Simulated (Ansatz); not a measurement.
Ge (diamond)

```
Ge
1.0
    0.00000     2.83729     2.83729
    2.83729     0.00000     2.83729
    2.83729     2.83729     0.00000
Ge
2
Direct
  0.00000   0.00000   0.00000
  0.25000   0.25000   0.25000
```

Scan: atom 2 (Ge, nearest neighbour Ge at 2.457 Å; its periodic images, 4.0 Å or more away, move with it) is displaced along Cartesian x, direction (1.000, 0.000, 0.000) in Cartesian axes, by s. The other atoms stay.

All values below come from r2SCAN (plane waves to 500 eV, PAW, scalar-relativistic; Ansatz, a program for electronic structure). k mesh 8×8×8 (Γ-centred), Fermi-Dirac smearing 0.05 eV. As the smearing reaches across the gap at some points, energies and forces of such displacements shift with the k mesh and the smearing. F∥ is the force on the atom along that direction. Ge was relaxed with its symmetry unable to fall. 

```csv
s (Å),F∥ (eV/Å)
-0.740,4.887
-0.592,4.636
-0.444,4.092
-0.296,3.039
-0.148,1.656
0.000,0.000
0.148,-1.656
0.296,-3.039
0.444,-4.092
0.592,-4.636
0.740,-4.887
```

What is the force constant k = d²E/ds² of this move at s = 0?

11.5 eV/Å². The forces along the line at the two nearest points give (1.656 − (-1.656)) / (2·0.148) = 11.19 eV/Å²; the next pair corrects for the finite step.

With two atoms in the cell this is the zone-centre optical mode. What wavenumber follows?

293 cm⁻¹. Reduced mass μ = 36.31 u; ν̃ = 521.5·√(k/μ) with k = 11.50 eV/Å².

(For displaced atoms, the force is minus the slope of the energy, and its curvature is a force constant, which sets phonon frequencies.)
